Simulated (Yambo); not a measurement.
Given:

```
NaCoO2
1.0
    2.87719     0.00000     0.00000
   -1.43860     2.49172     0.00000
    0.00000     0.00000    10.38986
O Na Co
4 2 2
Direct
  0.33333   0.66667   0.40482
  0.66667   0.33333   0.59518
  0.66667   0.33333   0.90482
  0.33333   0.66667   0.09518
  0.66667   0.33333   0.25000
  0.33333   0.66667   0.75000
  0.00000   0.00000   0.50000
  0.00000   0.00000   0.00000
```

Workflow: PBEsol (Quantum ESPRESSO, PseudoDojo norm-conserving, 96 Ry, scalar-relativistic), then G0W0 in Yambo (6×6×1 Γ-centred k mesh, bands 11 to 161 and a 8 Ry block in the screening, 161 bands in G with the Bruneval-Gonze terminator, plasmon pole fitted at 27.2 eV).

Question: Give the PBEsol and G0W0 gaps between the band edges found on this mesh, and say where the edges lie.

Answer: Edges: (0, 0.167, 0) → (0, 0.333, 0). PBEsol: 0.83 eV; G0W0: 1.68 eV. The mesh misses an edge: along a dense path the PBEsol gap is 0.69 eV. Nearest settings tried, and what they do to the gap: 86 bands in W: -5 meV; 1 Ry block (9 vectors against 215): +3208 meV. Not varied: bands in G, mesh. So the settings aren't converged at that level. The 3d shell has no Hubbard U; the runs are without spin polarisation, and magnetic order was not tried.

Geometry of the Materials Project entry, not relaxed at this level.

The structure is a Materials Project entry; no match was found in the copy of COD used, and its stability was not checked.
